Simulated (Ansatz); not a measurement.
Values for one crystal, relaxed and computed with plane-wave PAW PBEsol (Ansatz code); other levels are named.

```yaml
volume_per_atom: 20.74 Å³
band_gap: 1.42 eV (direct)
Pressure derivative B′: 4.5
HSE06 gap on the PBEsol cell: 2.69 eV
mechanical_stability: stable (all eigenvalues of C positive)
conduction_band_minimum: at Γ
Formation energy from the elements (no fitted shifts): -0.73 eV/atom
```

Question: Pick the material that matches.
(A) BeSe, zinc blende
(B) ZnF2, rutile
(C) Zn2SeS, R3m (Zn on 3a, Zn on 3a, Se on 3a, S on 3a)
(D) ZnS, zinc blende

Answer: C, Zn2SeS, R3m (Zn on 3a, Zn on 3a, Se on 3a, S on 3a)

The workflow started from a Materials Project entry (that database holds measured and hypothetical structures alike); the Crystallography Open Database copy checked does not list it. Its standing as an ambient phase is unchecked. Symmetry was held in the PBEsol relaxation; of distortions, only those at the zone centre were tested. The references are the lowest solids computed at this level, not always the standard phases. Scalar-relativistic: spin–orbit coupling is off unless named, which matters more the heavier the elements.

Potentials: the later of the program's two PAW sets.
